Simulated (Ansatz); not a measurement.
**Relaxing a structure of SiS$_{2}$**

The start is a generated cell, SiS2 placed in the rutile structure type. The structure is fully relaxed (lattice and positions, P = 0) with r2SCAN (plane waves to 500 eV, PAW, scalar-relativistic; Ansatz, a program for electronic structure). First-step values are on the input's coarse k-mesh.

Ansatz input (later rounds restart from its end on a renewed k-mesh):
Ansatz 0.2 input:
```yaml
crystal:
  lattice:
    - [5.313515, 0, 0]
    - [0, 5.313515, 0]
    - [0, 0, 3.421931]
  atoms:
    - { symbol: Si, position: [0, 0, 0] }
    - { symbol: Si, position: [0.5, 0.5, 0.5] }
    - { symbol: S, position: [0.30496, 0.30496, 0] }
    - { symbol: S, position: [0.80496, 0.19504, 0.5] }
    - { symbol: S, position: [0.19504, 0.80496, 0.5] }
    - { symbol: S, position: [0.69504, 0.69504, 0] }
basis: { ecutwfc: 500, ecutrho_ratio: 4, xc_grid: 4, fft_grid_basis: typed }
kpoints: { mp_grid: { grid: [5, 5, 7] } }
hamiltonian:
  xc: r2scan
  dispersion: none
  pseudopotentials: { kind: paw }
scf: { occupations: { method: fermi_dirac, width: 0.05 } }
relax: { f_tol: 0.01, max_steps: 100, cell: { stress_tol: 0.02 } }
output: { forces: true, stress: true }
```

### Question
How large is the pressure on the unrelaxed cell, and of which sign?

### Answer
+5.7 GPa (positive: the cell is compressed).

### Question
Which atoms feel the largest initial force, and how large is it?

### Answer
0.34 eV/Å, on S3, S4, S5, S6 (atoms numbered as listed).

### Question
How does the volume per atom move from start to end?

### Answer
+10.3 %, from 16.10 to 17.76 Å³/atom.

### Question
How do the shortest distances between atoms change?

### Answer
The closest pairs of elements (up to four, under 3.6 Å), start → end: S–Si 2.25 → 2.22 Å; S–S 2.93 → 2.98 Å; Si–Si 3.42 → 3.29 Å.

### Question
What band gap does the relaxed structure have at this level?

### Answer
0.32 eV, direct at Γ (no spin-orbit coupling).

### Question
Write out the relaxed structure.

### Answer

Space group P4₂/mnm (No. 136); a = b = 5.6867 Å, c = 3.2949 Å, α = β = γ = 90.00°

| atom | site | symmetry | x | y | z |
|---|---|---|---|---|---|
| Si | 2a | m.mm | 0.0000 | 0.0000 | 0.0000 |
| S | 4g | m.2m | 0.1854 | 0.1854 | 0.5000 |

The space group stays P4₂/mnm (No. 136) (the run could not lower it); the end is rutile type, with 6 atoms in the primitive cell. Final values are on a 6×6×10 k-mesh of the relaxed cell. No spin polarisation in the result.

The run could not lower the symmetry of its start; a shaken copy of this end point relaxes with r2SCAN to Pmn2₁ (No. 31), 149 meV/atom lower.

The relaxed structure here is a generated cell of SiS2: the first start was made by placing the elements on the sites of a structure type, and the end was not matched to a known phase here, so it may be hypothetical.
